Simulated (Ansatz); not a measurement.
MoPt:
```xyz
2
Lattice="3.1762 0.0000 0.0000 0.0000 3.1762 0.0000 0.0000 0.0000 3.1762" Properties=species:S:1:pos:R:3 pbc="T T T"
Pt     0.0000     0.0000     0.0000
Mo     1.5881     1.5881     1.5881
```

Relaxed with PBE. Special points in fractions of this cell's reciprocal vectors: Γ (0.000, 0.000, 0.000); X (0.000, 0.500, 0.000); M (0.500, 0.500, 0.000); R (0.500, 0.500, 0.500).

**Question.** List the band energies nearest the Fermi level at these points for DFT-PBE in the program Ansatz with PAW potentials.

**Answer.** In eV from the Fermi level; about four levels below and three above (degenerate sets whole), none deeper than 8.9 eV; … stands for higher levels left out; points with the same levels are listed once.

| k | below | above |
|---|---|---|
| Γ | -6.16 -6.16 -3.30 -3.30 -3.30 | 0.05 0.05 2.30 2.30 2.30 |
| X | -2.44 -0.82 -0.82 -0.58 | 0.86 3.02 … |
| M | -4.74 -4.74 -1.39 -1.15 | 0.48 0.48 0.50 |
| R | -3.21 -3.21 -3.21 -1.31 -1.31 | 2.24 2.24 3.66 |

Space group Pm-3m (CsCl type). The start of the workflow was typed in or built on a structure type; neither database checked (COD, Materials Project) lists it. Its standing as an ambient phase is unchecked. The cell was relaxed with PBE under the symmetry of its start; its stability against distortions is not shown here. The run is not spin-polarised. Its formation energy is positive at this level, so the cell may be metastable or incomplete. Scalar-relativistic: spin–orbit coupling is off unless named, which matters more the heavier the elements.

Potentials: the earlier of the program's two PAW sets.
